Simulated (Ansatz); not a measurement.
A scan (energy against volume; even scaling of the relaxed cell, symmetry kept) gave these values. These are PBE (plane waves to 420 eV, PAW, scalar-relativistic; Ansatz, a first-principles code) values and carry that method's errors.

The bulk modulus B₀ (third-order Birch-Murnaghan fit) comes out as 36.3 GPa. The pressure derivative B₀′ (fit) is 3.3. The equilibrium volume of the fit comes out as 8.04 Å³/atom.

**Question.** Of these crystals, all scanned alike, which one is it?
A. Nb₃Sn (A15, Cr3Si type)
B. ZrO₂ (fluorite)
C. CsPbBr₃ (cubic perovskite)
D. LiH (rock salt)

**Answer.** D, LiH (rock salt). The others have, for the bulk modulus: CsPbBr3 18.5 GPa, Nb3Sn 161 GPa, ZrO2 236 GPa

All were relaxed with their symmetry unable to fall. Nb3Sn is run without spin polarisation. Spin-orbit coupling is left out. This is a high-temperature form of CsPbBr3. This is a high-temperature form of ZrO2. ZrO2 is run without spin polarisation.

(A scan under strain: stresses follow from slopes of the energy per volume, elastic moduli from its curvatures.)
